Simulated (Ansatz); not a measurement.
BaHfO$_{3}$ (cubic perovskite)

```
CELL_PARAMETERS angstrom
      4.20617     0.00000     0.00000
      0.00000     4.20617     0.00000
      0.00000     0.00000     4.20617
ATOMIC_POSITIONS crystal
  Ba 0.00000 0.00000 0.00000
  Hf 0.50000 0.50000 0.50000
  O  0.00000 0.50000 0.50000
  O  0.50000 0.50000 0.00000
  O  0.50000 0.00000 0.50000
```

The slice is a {100} plane (indices of the conventional cell) through the point (0.500, 0.500, 0.500) (fractional), spanned by u = [100] and v = [010] in vectors of this cell: u (4.21 Å) and v (4.21 Å, at 90° to u). It covers one period; positions are fractions (u, v).

Level of theory: PBE (plane waves to 420 eV, PAW, scalar-relativistic; Ansatz, a first-principles code). k mesh 8×8×8. Near the nuclei the fields are pseudised (PAW); where an atom keeps semicore shells as valence, they peak there. BaHfO3 is run without spin polarisation. BaHfO3 was relaxed with its symmetry unable to fall. Spin-orbit coupling is left out, though Hf is heavy.

Three fields on this plane, each scaled to ten steps between its own extremes (0 low, 9 high; the total valence density on a logarithmic scale, the potential cut 8 eV below its top; x marks points blanked near nuclei; v = 0 in the bottom row):

Map A
```
|xxxxxx425xxxxxxxxxxx524xxxxx|
|xxxxxx324xxxxxxxxxxx423xxxxx|
|xxxxxx214xxxxxxxxxxx412xxxxx|
|xxxxx31137xxxxxxxxx73113xxxx|
|xxxx3101268xxxxxxx8621013xxx|
|4432100013689999986310001234|
|2221110012356777653210011122|
|5544321101123444321101123445|
|xxxx763210011222110012367xxx|
|xxxxx8631000000000001368xxxx|
|xxxxxx85210000000001258xxxxx|
|xxxxxx96310000000001369xxxxx|
|xxxxxx97420000000002479xxxxx|
|xxxxxx97420000000002479xxxxx|
|xxxxxx97420000000002479xxxxx|
|xxxxxx96310000000001369xxxxx|
|xxxxxx85210000000001258xxxxx|
|xxxxx8631000000000001368xxxx|
|xxxx763210011222110012367xxx|
|5544321101123444321101123445|
|2221110012356777653210011122|
|4432100013689999986310001234|
|xxxx3101268xxxxxxx8621013xxx|
|xxxxx31137xxxxxxxxx73113xxxx|
|xxxxxx214xxxxxxxxxxx412xxxxx|
|xxxxxx324xxxxxxxxxxx423xxxxx|
|xxxxxx425xxxxxxxxxxx524xxxxx|
|xxxxxx425xxxxxxxxxxx524xxxxx|
```

Map B
```
|xxxxxx988xxxxxxxxxxx889xxxxx|
|xxxxxx977xxxxxxxxxxx779xxxxx|
|xxxxxx877xxxxxxxxxxx778xxxxx|
|xxxxx86667xxxxxxxxx76668xxxx|
|xxxx8755566xxxxxxx6655578xxx|
|9998654445566777665544456899|
|8877654334445555544433456778|
|8877654333333444333333456778|
|xxxx765432222222222234567xxx|
|xxxxx6543221111111223456xxxx|
|xxxxxx64321110001112346xxxxx|
|xxxxxx65321100000112356xxxxx|
|xxxxxx75421000000012457xxxxx|
|xxxxxx75421000000012457xxxxx|
|xxxxxx75421000000012457xxxxx|
|xxxxxx65321100000112356xxxxx|
|xxxxxx64321110001112346xxxxx|
|xxxxx6543221111111223456xxxx|
|xxxx765432222222222234567xxx|
|8877654333333444333333456778|
|8877654334445555544433456778|
|9998654445566777665544456899|
|xxxx8755566xxxxxxx6655578xxx|
|xxxxx86667xxxxxxxxx76668xxxx|
|xxxxxx877xxxxxxxxxxx778xxxxx|
|xxxxxx977xxxxxxxxxxx779xxxxx|
|xxxxxx988xxxxxxxxxxx889xxxxx|
|xxxxxx988xxxxxxxxxxx889xxxxx|
```

Map C
```
|xxxxxx000xxxxxxxxxxx000xxxxx|
|xxxxxx000xxxxxxxxxxx000xxxxx|
|xxxxxx001xxxxxxxxxxx100xxxxx|
|xxxxx00035xxxxxxxxx53000xxxx|
|xxxx0001467xxxxxxx7641000xxx|
|0000001467888999888764100000|
|0000014578999999999875410000|
|0001346788999999999887643100|
|xxxx567889999999999988765xxx|
|xxxxx7899999999999999987xxxx|
|xxxxxx89999888888899998xxxxx|
|xxxxxx89999888888899998xxxxx|
|xxxxxx99999888888899999xxxxx|
|xxxxxx99999888788899999xxxxx|
|xxxxxx99999888888899999xxxxx|
|xxxxxx89999888888899998xxxxx|
|xxxxxx89999888888899998xxxxx|
|xxxxx7899999999999999987xxxx|
|xxxx567889999999999988765xxx|
|0001346788999999999887643100|
|0000014578999999999875410000|
|0000001467888999888764100000|
|xxxx0001467xxxxxxx7641000xxx|
|xxxxx00035xxxxxxxxx53000xxxx|
|xxxxxx001xxxxxxxxxxx100xxxxx|
|xxxxxx000xxxxxxxxxxx000xxxxx|
|xxxxxx000xxxxxxxxxxx000xxxxx|
|xxxxxx000xxxxxxxxxxx000xxxxx|
```

Task: Assign the maps to these fields: electron localisation function (ELF); valence electron density; electrostatic potential energy of an electron, from the cell's mean.

Result: A is the electron localisation function (ELF); B is the valence electron density; C is the electrostatic potential energy of an electron, from the cell's mean.
